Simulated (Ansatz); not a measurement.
HgPt (L1₀ or tetragonal B2, space group No. 123) at seven volumes, LDA (plane waves, PAW; program Ansatz), shape and atoms relaxed at each. One row is withheld.

```tsv
V (Å³/atom)	P (GPa)
15.233	23.99
15.736	14.39
16.238	6.49
16.740	0.00
17.242	-5.32
17.744	?
18.247	-13.20
```

Q: Fit the shown pressures and predict the withheld one.

A: P = (3/2)B₀(x^(7/2) − x^(5/2))[1 + (3/4)(B′ − 4)(x − 1)] with x = (V₀/V)^(2/3). Least squares on the six rows gives V₀ = 16.741 Å³/atom, B₀ = 195 GPa, B′ = 5.61. At V = 17.744, x = 0.9620 and P = -9.64 GPa. The run itself gave -9.67 GPa.

Space group P4/mmm (L1₀ or tetragonal B2). The workflow started from an entry of the Crystallography Open Database (COD). Whether it is the stable phase at ambient conditions was not checked. The cell was relaxed with LDA under the symmetry of its start; of distortions, only those at the zone centre were tested. The run is not spin-polarised. Spin–orbit coupling is left out wherever it is not named.

Potentials: the later of the program's two PAW sets.
